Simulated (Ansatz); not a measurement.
**Formation energy of NbRh**

```
CELL_PARAMETERS angstrom
2.82774 0.00000 0.00000
0.00000 2.82774 0.00000
0.00000 0.00000 3.83382
ATOMIC_POSITIONS crystal
Nb 0.00000 0.00000 0.00000
Rh 0.50000 0.50000 0.50000
```

The cell comes from a relaxation on PAW files under the same functional, begun from a database entry that needn't be the ground state.

All numbers are PBEsol results (scalar-relativistic) from Ansatz 0.2.0, with a Γ-centred 14×14×11 k mesh, Fermi–Dirac smearing of 0.05 eV, no spin polarisation. Methods: LAPW: all electrons, basis error target 0.5 meV/atom; PAW: frozen-core files, cutoff 420 eV.

The elements are taken as Nb bcc, Rh fcc, each relaxed on PAW files under the same functional and computed by the same method as the compound; zero-point and thermal terms are left out.

The PAW files were made under PBE.

(1) What is the formation energy by LAPW, and how far do the other methods lie from it?

(2) Give the LAPW value for one formula unit in kJ/mol.

## Answers

(1) -0.425 eV/atom; PAW -0.5 meV/atom. The compound is bound against these elements; other compounds of the system weren't compared.

(2) -0.425 eV/atom × 2 atoms × 96.485 kJ/(mol·eV) = -82.0 kJ/mol, at zero temperature and without zero-point motion.
